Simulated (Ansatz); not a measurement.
**Core-level photoemission in PtSe₂**

Cell: a computed structure from the Materials Project (it need not be an observed phase), repeated to a supercell; a hole's nearest image is 6.9 Å away.

Space group P-3m1 (No. 164); a = 3.7173, c = 5.8201 Å, γ = 120.00°.

| site | Wyckoff | site symmetry | x | y | z |
| --- | --- | --- | --- | --- | --- |
| Pt1 | 1a | -3m. | 0.0000 | 0.0000 | 0.0000 |
| Se5 | 2d | 3m. | 0.3333 | 0.6667 | 0.7746 |

One atom of each set is listed; the run and its k-mesh use a cell of 12 atoms with edges of 8.68, 8.68, 6.91 Å.

Computed with Ansatz: DFT, PBE, plane waves and PAW, scalar-relativistic, 420 eV cutoff, Γ-centred 5×5×5 k-points, fixed occupations.

Each value is a total-energy difference between the cell with one core hole and the ground state (ΔSCF), counted from the top of the valence band. The cell with the hole is spin-polarised, as the shell with the hole is left with one unpaired spin. The periodic images are corrected with the calculated ε∞ = 19.80, 19.80, 10.71.

Problem. Give the Pt 4f, Se 3d lines of each distinct site.

Solution. 

```csv
line,atom,first shell,E_B (eV),j = l + ½ / j = l − ½ (eV)
Pt 4f,1,6 Se at 2.52 Å,73.4,71.9 / 75.2
Se 3d,5,3 Pt at 2.52 Å,53.9,53.6 / 54.4
```

For p, d and f shells E_B is the weighted mean of the two lines, whose splitting comes from the free atom's Dirac orbitals.

The program doubts some values: the cell is too small to check the potential alignment. Absolute PBE values can be off by an eV or more, and the 3d and 4f lines of heavy atoms by several eV. Multiplets, satellites and widths aren't calculated.

The run took 8.1 min of wall time (8.1 min of CPU time) and 2 GiB at its peak, on 1 thread of Intel Xeon Platinum 8488C (Sapphire Rapids) (x86_64; 16 cores open to the job, memory cap 3.0 GiB, no GPU), a shared host with a load of 0.4 a core.
